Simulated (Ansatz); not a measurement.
Input:

GeW (rock salt, Fm-3m), a = 5.156 Å, b = 5.156 Å, c = 5.156 Å, α = 90.00°, β = 90.00°, γ = 90.00°; the cell used has 2 atoms.

This is the PBE-relaxed structure.

All from PBE (plane waves, PAW; program Ansatz), unless another level is named. Predict the electronic character.

metallic (no gap).

What about the formation energy from the elements (no fitted shifts)?

85 kJ/mol-atom.

Predict the density of states at the Fermi level.

1.1 states/eV per atom (mean over ±0.08 eV).

A made-up cell: these elements were put on the sites of a structure type; neither database checked (COD, Materials Project) lists it. Whether it is the stable phase at ambient conditions was not checked. Symmetry was held in the PBE relaxation; its stability against distortions is not shown here. The run is not spin-polarised. The references are the lowest solids computed at this level, not always the standard phases. Scalar-relativistic: spin–orbit coupling is off unless named, which matters more the heavier the elements.

Potentials: the later of the program's two PAW sets.
